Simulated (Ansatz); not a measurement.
Ta:
```cif
data_Ta
_chemical_formula_sum 'Ta1'
_space_group_name_H-M_alt 'P 1'
_space_group_IT_number 1
_cell_length_a 2.84177
_cell_length_b 2.84177
_cell_length_c 2.84177
_cell_angle_alpha 109.471
_cell_angle_beta 109.471
_cell_angle_gamma 109.471
loop_
_space_group_symop_operation_xyz
  'x, y, z'
loop_
_atom_site_label
_atom_site_type_symbol
_atom_site_fract_x
_atom_site_fract_y
_atom_site_fract_z
_atom_site_occupancy
Ta1 Ta 0.00000 0.00000 0.00000 1
```

Relaxed with DFT-PBEsol in the program Ansatz with PAW potentials. Indices refer to the conventional cell of Im-3m, a = b = c = 3.2814 Å, α = β = γ = 90.00°.

### Question
Simulate the powder diffraction pattern (Cu Kα, λ = 1.54184 Å; lines above 1 %) up to 2θ = 90°.

### Answer
Simulated powder pattern, Cu Kα, λ = 1.54184 Å (kinematic, ideal powder, no thermal factors, no anomalous dispersion; the 30 strongest lines at most, above 1 %, up to 2θ = 90°):

| 2θ (°) | d (Å) | I/Imax (%) | hkl |
|---|---|---|---|
| 38.81 | 2.320 | 100 | (110) |
| 56.05 | 1.641 | 18 | (200) |
| 70.27 | 1.340 | 36 | (211) |
| 83.29 | 1.160 | 12 | (220) |

The cell was relaxed with PBEsol under the symmetry of its start. The run is not spin-polarised. Spin–orbit coupling is left out wherever it is not named.

Potentials: the earlier of the program's two PAW sets. The files were generated under PBE; for other functionals the program regenerates the frozen cores, and for LDA and PBEsol the local potential too.
